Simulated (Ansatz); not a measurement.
Input:

SnTePt:
```yaml
crystal:
  lattice:
    - [6.54427, 0.00000, 0.00000]
    - [0.00000, 6.54427, 0.00000]
    - [0.00000, 0.00000, 6.54427]
  atoms:
    - { symbol: Sn, position: [0.87387, 0.12613, 0.62613] }
    - { symbol: Sn, position: [0.62613, 0.87387, 0.12613] }
    - { symbol: Sn, position: [0.37387, 0.37387, 0.37387] }
    - { symbol: Sn, position: [0.12613, 0.62613, 0.87387] }
    - { symbol: Te, position: [0.12678, 0.87322, 0.37322] }
    - { symbol: Te, position: [0.37322, 0.12678, 0.87322] }
    - { symbol: Te, position: [0.62678, 0.62678, 0.62678] }
    - { symbol: Te, position: [0.87322, 0.37322, 0.12678] }
    - { symbol: Pt, position: [0.49665, 0.50335, 0.00335] }
    - { symbol: Pt, position: [0.00335, 0.49665, 0.50335] }
    - { symbol: Pt, position: [0.99665, 0.99665, 0.99665] }
    - { symbol: Pt, position: [0.50335, 0.00335, 0.49665] }
```

This is the r²SCAN-relaxed structure.

Task: All from r²SCAN in the plane-wave PAW code Ansatz, unless another level is named. Predict the band gap.

Result: 0.16 eV (indirect).

Task: What about the smallest direct gap on the standard path?

Result: 0.44 eV.

Task: What about the formation energy from the elements (no fitted shifts)?

Result: -0.56 eV/atom.

Task: What about the conduction-band minimum?

Result: on the Γ–X line, 14 % of the way from Γ (6 equivalent valleys).

Space group P2_13. The first step of the workflow began from a Materials Project structure, measured or hypothetical; the Crystallography Open Database copy checked does not list it. Whether it is the stable phase at ambient conditions was not checked. Symmetry was held in the r²SCAN relaxation; its stability against distortions is not shown here. The run is not spin-polarised. The references are the lowest solids computed at this level, not always the standard phases. Spin–orbit coupling is left out wherever it is not named.

Potentials: the later of the program's two PAW sets.
